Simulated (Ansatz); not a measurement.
One crystal and one scan (energy over volume and axial ratio) at two levels, r2SCAN (plane waves to 500 eV, PAW, scalar-relativistic; Ansatz, a quantum-chemistry and plane-wave program) and PBE (plane waves to 420 eV, PAW, scalar-relativistic; Ansatz), each from its own relaxed cell and on its own mesh. The cell shown is that of r2SCAN.

HfN (rock salt)

```
CELL_PARAMETERS angstrom
      0.00000     2.26297     2.26297
      2.26297     0.00000     2.26297
      2.26297     2.26297     0.00000
ATOMIC_POSITIONS crystal
  N  0.00000 0.00000 0.00000
  Hf 0.50000 0.50000 0.50000
```

The relaxed cell is deformed in two ways at once: its volume V is scaled, and at that volume it is stretched along z (the c axis of the conventional cell) so that c/a changes. Fractional atomic positions are held.

E stands for the smeared free energy. HfN is run without spin polarisation. HfN was relaxed with its symmetry unable to fall. Spin-orbit coupling is left out, though Hf is heavy. The PAW data are Ansatz's earlier set. With partly filled bands, the response to shear is sensitive to the k mesh, so small differences along c/a are uncertain. Percentages come from the unrounded values. Both scans cover V/V₀ from 0.960 to 1.040 and (c/a)/(c/a)₀ from 0.960 to 1.040.

Results of r2SCAN:

```
Property                                                     Result
-----------------------------------------------------------  ------
Lattice constant a (Å)                                        4.526
Shear modulus C′ = (C11 − C12)/2 (fit, atoms clamped) (GPa)     236
```

Question: What does PBE give for the same quantities?

Answer: 
```tsv
quantity	PBE	r2SCAN − PBE
Lattice constant a (Å)	4.548	-0.022 (-0.5 %)
Shear modulus C′ = (C11 − C12)/2 (fit, atoms clamped) (GPa)	221	+15 (+7 %)
```

r2SCAN gives the higher value for: shear modulus C′. r2SCAN gives the lower value for: lattice constant a.

(A scan under strain: stresses follow from slopes of the energy per volume, elastic moduli from its curvatures.)
